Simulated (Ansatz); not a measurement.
# Ta at 11 GPa (stress–strain coefficients): relaxed-ion elastic tensor

The calculation used Ansatz, DFT PBEsol, scalar-relativistic, plane waves, PAW. Settings: 420 eV plane-wave cutoff, Γ-centred 20×20×20 mesh, Fermi-Dirac smearing of 0.15 eV. No spin polarisation.

The cell, relaxed at 11 GPa:
```
CELL_PARAMETERS angstrom
0.00000 2.05484 2.05484
2.05484 0.00000 2.05484
2.05484 2.05484 0.00000
ATOMIC_POSITIONS crystal
Ta 0.00000 0.00000 0.00000
```

In a metal, frequencies and elastic constants depend on the k mesh and the smearing, soft modes and shear constants most. Spin–orbit coupling is left out, which can shift energies with elements as heavy as these. Other phases may be more stable at this pressure.

Q: Give the relaxed-ion elastic constants (GPa, Voigt order xx yy zz yz xz xy, on the axes of the cell above).

A:
C11 = 97.4, C12 = 311.9, C13 = 311.9, C22 = 97.4, C23 = 311.9, C33 = 97.4, C44 = 28.0, C55 = 28.0, C66 = 28.0 GPa; the others vanish.

Q: Is the crystal stable against homogeneous strain?

A: No: the tensor has an eigenvalue of -214.5 GPa, so some strain lowers the energy.

This fcc form isn't the element's structure at ambient conditions.

Cost: 1 run of about 1.3 core-minutes, on Arm Neoverse V1 (shared hosts).